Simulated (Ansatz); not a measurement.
These are results of Ansatz, DFT PBE, scalar-relativistic, plane waves, PAW, and for the lanthanide a 4f-in-core norm-conserving potential, not measurements. Settings: cutoff 690 eV, Γ-centred meshes spaced at most about 0.3 Å⁻¹, and about 0.25 Å⁻¹ or finer for metals (2π included), Gaussian smearing. No spin polarisation in the final relaxations.

All energies are static (0 K, no zero-point motion). All come from trial cells, and lower structures may exist.

Question: These unrelaxed guesses for SmAgTe₂ are each relaxed within their symmetry. Order them by the energy at which they end, lowest first.
A.

```
Sm Ag Te
1.0
     4.11094    0.00000    0.00000
    -2.05547    3.56018    0.00000
     0.00000    0.00000    8.22347
Sm Ag Te
1 1 2
Direct
  0.00000 0.00000 0.50000
  0.00000 0.00000 0.00000
  0.00000 0.00000 0.78307
  0.00000 0.00000 0.21693
```

B.

```
Sm Ag Te
1.0
     2.07927    1.20047    6.79345
    -2.07927    1.20047    6.79345
     0.00000   -2.40094    6.79345
Sm Ag Te
1 1 2
Direct
  0.50000 0.50000 0.50000
  0.00000 0.00000 0.00000
  0.25510 0.25510 0.25510
  0.74490 0.74490 0.74490
```

C.

```
Sm Ag Te
1.0
     4.62692    0.00000    0.00000
    -2.31346    4.00703    0.00000
     0.00000    0.00000    7.19969
Sm Ag Te
1 1 2
Direct
  0.00000 0.00000 0.33839
  0.00000 0.00000 0.96703
  0.33333 0.66667 0.50536
  0.66667 0.33333 0.50536
```

Answer: B (ends in R-3m, 0 meV/atom), C (ends in P6mm, 0.77 eV/atom), A (ends in P6/mmm, 0.94 eV/atom).

These runs have no spin–orbit coupling, which can matter for Te. Cells relaxed within their symmetry can be saddle points. Some candidate types were left out of the draw beforehand, so a known form may be missing.

The lanthanide is trivalent by construction, without f bands, f moments or other valences.
